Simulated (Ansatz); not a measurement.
## SrSnP: pressure against volume

SrSnP, P4/nmm, a = 4.321 Å, c = 8.888 Å. The structure is a Materials Project entry; whether it is the stable form wasn't checked. Ansatz: PBEsol, PAW, 420 eV, Γ-centred 8×8×4 mesh on 6 atoms, Gaussian smearing 0.10 eV; no spin polarisation. Shape and atoms are relaxed at each volume; pressure is positive in compression.

```
V (Å³/atom) P (GPa)
     24.342        ?
     25.171     5.25
     26.001     3.22
     26.831     1.49
     27.661     0.00
     28.491    -1.27
     29.321    -2.36
     30.427    -3.56
```

Take V0 = 27.661 Å³/atom, fit the third-order Birch–Murnaghan form to the other rows, and predict the missing pressure.

With the Eulerian strain f = ½[(V0/V)^(2/3) − 1] and y = P/[3f(1 + 2f)^(5/2)], the form is the line y = B0 + 1.5 B0 (B0′ − 4) f. Rows (f, y): 0.03245, 46.1; 0.02106, 46.0; 0.01026, 46.0; -0.00976, 45.6; -0.01905, 45.5; -0.03078, 45.2. Means f = 0.0006967, y = 45.733; Σ(Δf)² = 0.003004, ΣΔfΔy = 0.04241; the slope is their ratio. y = 45.72 + 14.12 f GPa, so B0 = 45.7 GPa and B0′ = 4 + 2 × (14.12)/(3 × 45.72) = 4.21. At V = 24.342, f = 0.04447, y = 46.35 and P = 7.65 GPa. The run gave 7.60 GPa, so the fit is 0.05 GPa too high, a small miss on the scale of the series.